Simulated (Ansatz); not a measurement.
**Computed properties of RhPb**

RhPb:
```cif
data_PbRh
_chemical_formula_sum 'Pb1 Rh1'
_space_group_name_H-M_alt 'P 1'
_space_group_IT_number 1
_cell_length_a 3.34618
_cell_length_b 3.34618
_cell_length_c 3.34618
_cell_angle_alpha 90.000
_cell_angle_beta 90.000
_cell_angle_gamma 90.000
loop_
_space_group_symop_operation_xyz
  'x, y, z'
loop_
_atom_site_label
_atom_site_type_symbol
_atom_site_fract_x
_atom_site_fract_y
_atom_site_fract_z
_atom_site_occupancy
Pb1 Pb 0.00000 0.00000 0.00000 1
Rh1 Rh 0.50000 0.50000 0.50000 1
```

Space group Pm-3m (No. 221), CsCl type; conventional cell a = b = c = 3.3462 Å, α = β = γ = 90.00°.

Method: plane-wave PAW r²SCAN (Ansatz code). Geometry: relaxed at this level of theory. Other levels are named where they apply.

**Cell and energy**

```json
{
 "volume_per_atom": "18.73 Å³",
 "density": "13.74 g/cm³",
 "Formation energy from the elements (no fitted shifts)": "0.094 eV/atom"
}
```

**Electronic structure**

```json
{
  "electronic_character": "metallic (no gap)",
  "Density of states at the Fermi level": "1.1 states/eV per atom (mean over ±0.08 eV)",
  "Gap with spin–orbit coupling": "none (metallic)"
}
```

**Mechanics**

```json
{
  "Bulk modulus (Birch–Murnaghan fit)": "1280 kbar",
  "Pressure derivative B′": "5.5",
  "Elastic constants (relaxed ions, GPa)": "C11 = 130, C12 = 127, C44 = 14.8",
  "mechanical_stability": "stable (all eigenvalues of C positive)"
}
```

**Charges**

```json
{
 "bader_charges": "Pb +0.41, Rh -0.41 e"
}
```

A made-up cell: these elements were put on the sites of a structure type; neither database checked (COD, Materials Project) lists it. COD files the formula under space group No. 191. Whether it is the stable phase at ambient conditions was not checked. Symmetry was held in the r²SCAN relaxation; its stability against distortions is not shown here. The run is not spin-polarised. As this level gives no gap, shear constants depend on the k-mesh and smearing (Fermi–Dirac, 0.1 eV here). The references are the lowest solids computed at this level, not always the standard phases. Scalar-relativistic: spin–orbit coupling is off unless named, which matters more the heavier the elements.

Potentials: the earlier of the program's two PAW sets.
